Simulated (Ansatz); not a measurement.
KTaO3:
```xyz
5
Lattice="4.0244 0.0000 0.0000 0.0000 4.0244 0.0000 0.0000 0.0000 4.0244" Properties=species:S:1:pos:R:3 pbc="T T T"
K      2.0122     2.0122     2.0122
Ta     0.0000     0.0000     0.0000
O      0.0000     2.0122     0.0000
O      2.0122     0.0000     0.0000
O      0.0000     0.0000     2.0122
```

Cartesian axes are those of the cell as given.

### Question
Give the high-frequency dielectric tensor and the Born effective charge tensors of the independent atoms from DFPT, PBE in the plane-wave PAW code Ansatz.

### Answer

ε∞:
```
5.41  0.00  0.00
0.00  5.41  0.00
0.00  0.00  5.41
```
Z* of atom 1 (K), rows: field, columns: displacement, in e:
```
1.15  0.00  0.00
0.00  1.15  0.00
0.00  0.00  1.15
```
Z* of atom 2 (Ta), rows: field, columns: displacement, in e:
```
8.74  0.00  0.00
0.00  8.74  0.00
0.00  0.00  8.74
```
Z* of atom 3 (O), rows: field, columns: displacement, in e:
```
-1.66   0.00   0.00
 0.00  -6.57   0.00
 0.00   0.00  -1.66
```

Static charges for comparison (Bader): K1 +0.82, Ta2 +2.91, O3 -1.24 e. Born charges measure polarisation by displacement and can exceed these by far.

Space group Pm-3m (cubic perovskite). Symmetry was held in the PBE relaxation. At this level the phase is dynamically unstable (imaginary phonons). No spin polarisation was allowed. Spin–orbit coupling is left out wherever it is not named.

Potentials: the later of the program's two PAW sets.
